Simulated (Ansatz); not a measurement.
**Property card for I**

I:
```xyz
4
Lattice="3.6724 -2.2437 0.0000 3.6724 2.2437 0.0000 0.0000 0.0000 9.6418" Properties=species:S:1:pos:R:3 pbc="T T T"
I      3.6724    -1.4744     1.1804
I      3.6724     1.4744     8.4614
I      3.6724     0.7693     3.6405
I      3.6724    -0.7693     6.0013
```

Space group Cmce (No. 64), molecular I2 type; conventional cell a = 7.3448 Å, b = 4.4875 Å, c = 9.6418 Å, α = 90.00°, β = 90.00°, γ = 90.00°.

Method: plane-wave PAW PBE+D3(BJ) (Ansatz code). Structure relaxed to zero pressure with the same functional. Other levels are named where they apply.

Cell and energy:

Volume per atom: 39.72 Å³
Density: 5.30 g/cm³

Electronic structure:

- Band gap = 0.83 eV (indirect)
- Valence-band maximum = at R (k = 0.000, 0.500, 0.500)
- Conduction-band minimum = on the Y–F0 line, 39 % of the way from Y (k = 0.438, -0.440, 0.000) (2 equivalent valleys)
- Smallest direct gap on the standard path = 1.14 eV

Symmetry was held in the PBE+D3(BJ) relaxation. Spin–orbit coupling is left out wherever it is not named.

Potentials: the later of the program's two PAW sets.
